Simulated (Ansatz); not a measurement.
**Relaxing a structure of Be**

The start is a relaxed Be cell displaced along its unstable phonon at q = (½, 0, 0) of its primitive reciprocal cell (251i cm⁻¹), largest move 0.15 Å. The structure is fully relaxed (lattice and positions, P = 0) with PBE (plane waves to 420 eV, PAW, scalar-relativistic; Ansatz, an electronic-structure program). The first steps use a coarse 11×11×15 k-mesh.

Input geometry:
```
CELL_PARAMETERS angstrom
      7.13727     0.00000     0.00000
     -1.78432     3.09053     0.00000
      0.00000     0.00000     2.19791
ATOMIC_POSITIONS crystal
  Be 0.00000 0.00000 0.00402
  Be 0.50000 0.00000 0.99598
  Be 0.16667 0.66667 0.56825
  Be 0.66667 0.66667 0.43175
  Be 0.33333 0.33333 0.43175
  Be 0.83333 0.33333 0.56825
```

Problem. What is the largest force in the starting geometry, and on which atom (counted from 1)?

Solution. 0.25 eV/Å, on Be3, Be4, Be5, Be6 (atoms numbered as listed).

Problem. By how much does the energy per atom fall from start to end?

Solution. 0.10 eV/atom.

Problem. Does it find its way back to the structure it was made from?

Solution. It does not go back: it reaches Fm-3m (No. 225), fcc (Cu type), 0.11 eV/atom below the parent.

Problem. Give the final cell and atomic positions.

Solution. 
```cif
data_Be4
_chemical_formula_sum 'Be4'
_space_group_name_H-M_alt 'Fm-3m'
_space_group_IT_number 225
_space_group_name_Hall '-F 4 2 3'
_cell_length_a 3.15826
_cell_length_b 3.15826
_cell_length_c 3.15826
_cell_angle_alpha 90.000
_cell_angle_beta 90.000
_cell_angle_gamma 90.000
loop_
_atom_site_label
_atom_site_type_symbol
_atom_site_symmetry_multiplicity
_atom_site_Wyckoff_symbol
_atom_site_fract_x
_atom_site_fract_y
_atom_site_fract_z
_atom_site_occupancy
Be1 Be 4 a 0.00000 0.00000 0.00000 1
```
(The calculation used a cell of 1 atom; values per cell refer to that cell.)

Final values are on a 25×25×25 k-mesh of the relaxed cell. No spin polarisation in the result.

The run could not lose the symmetry of its start, so the end can be a saddle point.

The relaxed structure here is a generated cell of Be: the first start was made by placing the elements on the sites of a structure type, and the end was not matched to a known phase here, so it may be hypothetical. Known forms of Be include space group No. 194.
